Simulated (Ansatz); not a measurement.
Here is an unrelaxed guess for Sr2Yb.

```
Sr Yb
1.0
     0.00000    4.38546    4.38546
     4.38546    0.00000    4.38546
     4.38546    4.38546    0.00000
Sr Yb
4 2
Direct
  0.62500 0.62500 0.62500
  0.12500 0.62500 0.62500
  0.62500 0.62500 0.12500
  0.62500 0.12500 0.62500
  0.00000 0.00000 0.00000
  0.25000 0.25000 0.25000
```

Theory: DFT PBE, scalar-relativistic, plane waves, PAW (Ansatz 0.2.0). Settings: cutoff 420 eV, Γ-centred mesh 4×4×4 on the computed 6-atom cell, Gaussian smearing of 0.10 eV; no spin polarisation.

The zero of energy is the elements' standard structures at the same level; no fitted shifts are applied.

Task: How far from equilibrium is it?

Result: The pressure is 17.8 GPa (it wants to expand), the largest force is 0.00 eV/Å (symmetry fixes the atoms), and the energy is +1.12 eV/atom against the elements. The shortest distance is 3.10 Å.

Task: Is it a good guess?

Result: A rough one: relaxing gains about 0.89 eV/atom (the start's value is from the coarse mesh, so the gain is rough) in 12 ionic steps and ends at +0.23 eV/atom on the finer mesh. The symmetry stays Fd-3m (No. 227). The end has the cubic Laves (C15) type. The volume per atom grows by 84.4 %, from 28.1 to 51.8 Å³. The shortest distance goes from 3.10 Å (Sr–Sr) to 3.80 Å (Sr–Sr). Conventional cell: a = 10.755 Å. Around Sr lie 6 Sr at 3.80 Å and 6 Yb at 4.46 Å; Yb has 12 Sr at 4.46 Å and 4 Yb at 4.66 Å.

The last run used a 6×6×6 mesh for its 6-atom cell and Gaussian smearing of 0.10 eV. The cell is a metal run without spin; a magnetic state may lie lower. The 4f shell of Yb is treated without a Hubbard U. The relaxation can't lower the symmetry of the start, and the grade says only how near the guess is to its own end. A structure relaxed within its symmetry needn't be a true minimum.
